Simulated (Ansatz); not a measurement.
**WC: input and output**

The input, for Ansatz 0.2.0 (plane waves, PAW):

```yaml
crystal:
  lattice:
    - [2.871583, 0.0, 0.0]
    - [-1.435792, 2.486867, 0.0]
    - [0.0, 0.0, 2.80632]
  atoms:
    - { symbol: W, position: [0.0, 0.0, 0.0] }
    - { symbol: C, position: [0.66667, 0.33333, 0.5] }
  symmetry: { tolerance: 0.0003 }
kpoints:
  mp_grid: { grid: [13, 13, 12], shift: [0, 0, 0] }
  band_path:
    path:
      - [0.0, 0.0, 0.0]
      - [0.5, 0.0, 0.0]
      - [0.33333333, 0.33333333, 0.0]
      - [0.0, 0.0, 0.0]
      - [0.0, 0.0, 0.5]
      - [0.5, 0.0, 0.5]
      - [0.33333333, 0.33333333, 0.5]
      - [0.0, 0.0, 0.5]
      - [0.5, 0.0, 0.5]
      - [0.5, 0.0, 0.0]
      - [0.33333333, 0.33333333, 0.5]
    npoints: 6
magnetization:
  spin_polarized: false
scf:
  occupations: { method: fermi_dirac }
  lower_state_search: "off"
  max_iter: 200
hamiltonian:
  pseudopotentials: { kind: paw }
  xc: pbe
basis:
  ecutwfc: 420
  fft_grid_basis: typed
output:
  forces: true
  stress: true
  eigenvalues: true
  bader: true
  populations: true
  elf: true
  write_potential: true
  volumetric_format: npy
  dos:
    e_range: [-12, 8]
    de: 0.05
    projected: { site_lists: { C: [C], W: [W] } }
checkpoint:
  read: saved_state
```

The saved state is an earlier solution for the same cell, perhaps on another mesh. 

Output (shortened):

```
SCF iter   1: F=—  Δρ=2.39e-3  dr2=4.17e-4
SCF iter   2: F=—  Δρ=1.10e-3  dr2=4.72e-5
SCF iter   3: F=—  Δρ=2.42e-4  dr2=1.04e-6
SCF iter   4: F=-10636.0016 eV  Δρ=2.01e-5  dr2=7.46e-9
SCF iter   5: F=-10636.0016 eV  Δρ=1.09e-6  dr2=7.16e-11
SCF iter   6: F=-10636.0016 eV  Δρ=9.36e-8  dr2=1.12e-12
Free energy (F): -10636.0016 eV
Harris-Foulkes:  -10636.0016 eV  (|F-HF|=7.28e-12)
Internal energy: -10635.9923 eV  (E = F + TS)
E sigma→0 (E₀):  -10635.9969 eV
Entropy (-TS):   -0.0093 eV (-4.634 meV/atom)
Fermi energy:    21.4465 eV
--- Per-component energies (eV) ---
  E_band       = -44.2185
  E_kinetic    = 545.3403
  E_local      = -639.3565  (includes V_loc(G=0)·N_el)
  E_nonlocal   = 25.7793
  E_hartree    = 228.6084
  E_xc         = -317.6092
  E_vxc        = -301.8323  (∫ρ·V_xc dr)
  E_paw        = -8661.4351  (= ΣΔE_a)
  E_vpaw       = -131.3660  (= ΣTr[D̂ρ^β])
  E_aug_tail   =  0.0000  (compensation charges beyond the density's cutoff)
  E_ewald      = -1817.3195
  E_smearing   = -0.0093  (= −TS)
--- Stress (GPa, compression-positive) ---
       20.7250       0.0000       0.0000
        0.0000      20.7250       0.0000
        0.0000       0.0000      21.2354
  P = ⅓ Tr σ = 20.8952 GPa (208.952 kbar)
--- Löwdin populations: 2 sites ---
  site symbol       q [e]
     0      W     13.2051
     1      C      4.7158
  spilling = 0.0044 (of n_electrons = 18.0000)
--- Bader charges: 2 sites ---
  site symbol  charge [e]  shift [e]
     0      W      1.4255     0.0037
     1      C     -1.4255     0.0037
```

Origin: a database entry at a rescaled volume. Caveats: atoms or cell far from equilibrium.
